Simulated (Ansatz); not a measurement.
Ga: frozen-core PAW against all-electron methods

```xyz
1
Lattice="-1.4040 1.4040 2.2736 1.4040 -1.4040 2.2736 1.4040 1.4040 -2.2736" Properties=species:S:1:pos:R:3 pbc="T T T"
Ga    0.0000    0.0000    0.0000
```

The cell is COD entry 9012723, as deposited and not checked against the literature; nothing was relaxed. The listed cell was then made from it by scaling, straining or moving an atom.

Levels of theory: DFT, PBEsol, PAW with Ansatz's default frozen-core files, scalar-relativistic (Ansatz 0.2.0); DFT, PBEsol, all-electron PAW with datasets made for the crystal, scalar-relativistic (Ansatz 0.2.0); DFT, PBEsol, all-electron LAPW, scalar-relativistic (Ansatz 0.2.0).

For PAW: a Γ-centred 16×16×16 k mesh, Fermi–Dirac smearing of 0.03 eV, cutoff 420 eV, no spin polarisation; the PAW files were made with PBE, and the program remakes their frozen cores for this functional. The crystal-made all-electron datasets (AE datasets) take a cutoff of 240 eV at this cell. LAPW targets a basis error of 1 meV/atom. The Ansatz runs share mesh, smearing and spin set-up. Plane-wave (PAW) pressures include the program's estimate of the Pulay term.

Stress and pressure are positive in compression.

In a metal, gradients converge slowly with the k mesh: the values move by tens of per cent from one mesh to another, at times in sign, so only the comparison on one mesh counts.

```csv
quantity,PAW,AE datasets,LAPW
pressure (GPa),-0.50,-0.47,-0.46
stress xx (GPa),0.23,0.26,0.26
stress zz (GPa),-1.96,-1.93,-1.92
field gradient Vzz at Ga (10²¹ V/m²),2.64,2.67,–
```

PAW's pressure differs from the LAPW value by -0.03 GPa.
